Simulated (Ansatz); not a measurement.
ScHg: pressure against volume

A database entry relaxed whole under r2SCAN (Pm-3m):

```xyz
2
Lattice="3.5012 0.0000 0.0000 0.0000 3.5012 0.0000 0.0000 0.0000 3.5012" Properties=species:S:1:pos:R:3 pbc="T T T"
Sc    1.7506    1.7506    1.7506
Hg    0.0000    0.0000    0.0000
```

The cell was scaled uniformly, its shape held, and the atoms relaxed at each volume with plane-wave PAW DFT (Ansatz 0.2.0; r2SCAN, 500 eV, 10×10×10 Γ-centred mesh, fermi-dirac occupations of width 0.100 eV; no spin, no spin-orbit coupling). One row is withheld.

```
volume (Å³/atom)  energy over the lowest (meV/atom)  pressure (GPa)
          20.172                               22.1            5.96
          20.601                                9.2            3.69
          21.031                                2.0            1.67
          21.460                                0.0           -0.13
          21.889                                  ?               ?
          22.318                                9.2           -3.18
          22.747                               19.5           -4.46
```

Q: Fit the pressures of the other rows to the third-order Birch-Murnaghan form.

A: With f = [(V₀/V)^(2/3) − 1]/2 and P = 3B₀f(1 + 2f)^(5/2)[1 + 3(B₀′ − 4)f/2], least squares gives V₀ = 21.43 Å³ an atom, B₀ = 85.7 GPa and B₀′ = 4.7; the rows miss the fit by less than 0.01 GPa. The slope of the energies differs from these pressures by less than 0.05 GPa.

Q: What does the withheld row hold?

A: The fit gives -1.74 GPa at 21.889 Å³; the run gave -1.74 GPa and 2.6 meV an atom.

Caveats: the shape of the cell was held; 0 K, fixed nuclei; the symmetry was kept, and this need not be the phase that is stable at 0 K; one mesh for all volumes; pressure is positive in compression.
